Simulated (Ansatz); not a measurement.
TiHg (space group P4/mmm)

```
TiHg
1.0
    2.96284     0.00000     0.00000
    0.00000     2.96284     0.00000
    0.00000     0.00000     4.06304
Ti Hg
1 1
Cartesian
  1.48142   1.48142   2.03152
  0.00000   0.00000   0.00000
```

This relaxed cell (volume V₀) is scaled evenly in all directions, its shape held. Symmetry pins the atoms to their sites.

Calculation: PBEsol (plane waves to 420 eV, PAW, scalar-relativistic; Ansatz, an electronic-structure program). k mesh 16×16×12 (Γ-centred), Fermi-Dirac smearing 0.05 eV. The energy includes the smearing's −TS. Spin-orbit coupling is left out, though Hg is heavy. TiHg is run without spin polarisation. TiHg was relaxed with its symmetry unable to fall. The zero of ΔE is the relaxed starting cell.

Question: Predict the ΔE (eV/atom) at V/V₀ = 0.840, 0.867, 0.973, 1.027, 1.053, 1.080, 1.107, 1.133.

Answer: 
```csv
V/V₀,ΔE (eV/atom)
0.840,0.248
0.867,0.162
0.973,0.005
1.027,0.005
1.053,0.018
1.080,0.038
1.107,0.065
1.133,0.096
```

(A scan under strain: stresses follow from slopes of the energy per volume, elastic moduli from its curvatures.)
